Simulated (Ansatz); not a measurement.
SiMo$_{3}$:
```
SiMo3
1.0
    4.90474     0.00000     0.00000
    0.00000     4.90474     0.00000
    0.00000     0.00000     4.90474
Mo Si
6 2
Cartesian
  1.22619   0.00000   2.45237
  2.45237   3.67856   0.00000
  3.67856   0.00000   2.45237
  2.45237   1.22619   0.00000
  0.00000   2.45237   3.67856
  0.00000   2.45237   1.22619
  0.00000   0.00000   0.00000
  2.45237   2.45237   2.45237
```

Relaxed with PBE. Special points in fractions of this cell's reciprocal vectors: Γ (0.000, 0.000, 0.000); X (0.000, 0.500, 0.000); M (0.500, 0.500, 0.000); R (0.500, 0.500, 0.500).

### Question
List the band energies nearest the Fermi level at these points for PBE in the plane-wave PAW code Ansatz.

### Answer
In eV from the Fermi level; about four levels below and three above (degenerate sets whole), none deeper than 8.9 eV; points with the same levels are listed once.

```tsv
k	below	above
Γ	-2.15 -2.15 -2.15 -1.56 -1.56	1.22 1.22 1.22
X	-2.42 -2.42 -1.71 -1.71	0.21 0.21 0.91 0.91
M	-0.80 -0.69 -0.49 -0.14	0.21 0.83 1.04 1.04
R	-1.22 -1.22 -1.22 -1.22 -1.22 -1.22	1.24 1.24 1.24 1.24 1.24 1.24
```

Space group Pm-3n (A15 (Cr3Si type)). Symmetry was held in the PBE relaxation. No spin polarisation was allowed. Scalar-relativistic: spin–orbit coupling is off unless named, which matters more the heavier the elements.

Potentials: the later of the program's two PAW sets.
